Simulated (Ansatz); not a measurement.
La2S3O12:
```cif
data_La4O24S6
_chemical_formula_sum 'La4 S6 O24'
_space_group_name_H-M_alt 'P 1'
_space_group_IT_number 1
_cell_length_a 10.04028
_cell_length_b 10.04028
_cell_length_c 10.04028
_cell_angle_alpha 57.791
_cell_angle_beta 57.791
_cell_angle_gamma 57.791
loop_
_space_group_symop_operation_xyz
  'x, y, z'
loop_
_atom_site_label
_atom_site_type_symbol
_atom_site_fract_x
_atom_site_fract_y
_atom_site_fract_z
_atom_site_occupancy
La1 La 0.35721 0.35721 0.35721 1
La2 La 0.64279 0.64279 0.64279 1
La3 La 0.14279 0.14279 0.14279 1
La4 La 0.85721 0.85721 0.85721 1
S1 S 0.53257 0.96743 0.25000 1
S2 S 0.46743 0.03257 0.75000 1
S3 S 0.25000 0.53257 0.96743 1
S4 S 0.75000 0.46743 0.03257 1
S5 S 0.96743 0.25000 0.53257 1
S6 S 0.03257 0.75000 0.46743 1
O1 O 0.50596 0.11674 0.27135 1
O2 O 0.49404 0.88326 0.72865 1
O3 O 0.27135 0.50596 0.11674 1
O4 O 0.72865 0.49404 0.88326 1
O5 O 0.11674 0.27135 0.50596 1
O6 O 0.88326 0.72865 0.49404 1
O7 O 0.22865 0.38326 0.99404 1
O8 O 0.77135 0.61674 0.00596 1
O9 O 0.38326 0.99404 0.22865 1
O10 O 0.61674 0.00596 0.77135 1
O11 O 0.99404 0.22865 0.38326 1
O12 O 0.00596 0.77135 0.61674 1
O13 O 0.44124 0.18412 0.59896 1
O14 O 0.55876 0.81588 0.40104 1
O15 O 0.59896 0.44124 0.18412 1
O16 O 0.40104 0.55876 0.81588 1
O17 O 0.18412 0.59896 0.44124 1
O18 O 0.81588 0.40104 0.55876 1
O19 O 0.90104 0.31588 0.05876 1
O20 O 0.09896 0.68412 0.94124 1
O21 O 0.31588 0.05876 0.90104 1
O22 O 0.68412 0.94124 0.09896 1
O23 O 0.05876 0.90104 0.31588 1
O24 O 0.94124 0.09896 0.68412 1
```

Relaxed with PBE.

Which orbitals make up the states near the band edges in the program Ansatz at the PBE level (PAW)?

Top 1 eV of the valence band: O 2p 96 %. Bottom 1 eV of the conduction band: La 4f 97 %. Projections are on Löwdin-orthogonalised atomic valence shells; empty p or d shells of many metals are not among them.

Tabulate the density of states.

States/eV per cell of 34 atoms, in 0.25 eV bins, energy from the valence-band maximum.

```tsv
E (eV)	total	O 2p	La 4f	La 5d
-7.85	11.32	4.09	0.08	0.29
-7.60	0.63	0.22	0.01	0.01
-7.35	0.00	0.00	0.00	0.00
-7.10	0.00	0.00	0.00	0.00
-6.85	0.00	0.00	0.00	0.00
-6.60	0.00	0.00	0.00	0.00
-6.35	7.04	4.16	0.00	0.74
-6.10	33.42	19.82	0.03	2.68
-5.85	23.56	13.92	0.07	0.64
-5.60	19.40	11.21	0.16	0.29
-5.35	60.60	34.76	0.65	0.19
-5.10	0.00	0.00	0.00	0.00
-4.85	0.00	0.00	0.00	0.00
-4.60	0.00	0.00	0.00	0.00
-4.35	0.00	0.00	0.00	0.00
-4.10	0.00	0.00	0.00	0.00
-3.85	0.00	0.00	0.00	0.00
-3.60	0.00	0.00	0.00	0.00
-3.35	0.00	0.00	0.00	0.00
-3.10	0.00	0.00	0.00	0.00
-2.85	12.72	11.21	0.02	0.94
-2.60	66.17	58.80	0.19	3.34
-2.35	75.10	68.64	0.44	1.53
-2.10	69.60	63.52	0.71	0.93
-1.85	16.41	15.03	0.20	0.07
-1.60	0.00	0.00	0.00	0.00
-1.35	0.00	0.00	0.00	0.00
-1.10	0.00	0.00	0.00	0.00
-0.85	0.00	0.00	0.00	0.00
-0.60	25.89	23.60	0.11	1.96
-0.35	58.20	55.49	0.69	1.47
-0.10	59.92	58.64	0.55	0.24
0.15	0.00	0.00	0.00	0.00
0.40	0.00	0.00	0.00	0.00
0.65	0.00	0.00	0.00	0.00
0.90	0.00	0.00	0.00	0.00
1.15	0.00	0.00	0.00	0.00
1.40	0.00	0.00	0.00	0.00
1.65	0.00	0.00	0.00	0.00
1.90	0.00	0.00	0.00	0.00
2.15	0.00	0.00	0.00	0.00
2.40	0.00	0.00	0.00	0.00
2.65	0.00	0.00	0.00	0.00
2.90	0.00	0.00	0.00	0.00
3.15	0.00	0.00	0.00	0.00
3.40	0.00	0.00	0.00	0.00
3.65	0.00	0.00	0.00	0.00
3.90	0.00	0.00	0.00	0.00
4.15	0.00	0.00	0.00	0.00
4.40	0.00	0.00	0.00	0.00
4.65	78.26	0.30	77.14	0.19
4.90	145.74	2.25	139.75	0.94
5.15	0.00	0.00	0.00	0.00
5.40	0.00	0.00	0.00	0.00
5.65	0.00	0.00	0.00	0.00
5.90	11.92	0.65	0.17	9.11
6.15	33.91	2.15	0.55	26.19
6.40	22.43	1.63	0.21	17.16
```

Space group R-3c. The workflow started from a Materials Project entry (that database holds measured and hypothetical structures alike); the Crystallography Open Database copy checked does not list it. Its standing as an ambient phase is unchecked. Symmetry was held in the PBE relaxation; whether a distortion lowers the energy is not shown. Spin–orbit coupling is left out wherever it is not named.

Potentials: the later of the program's two PAW sets.
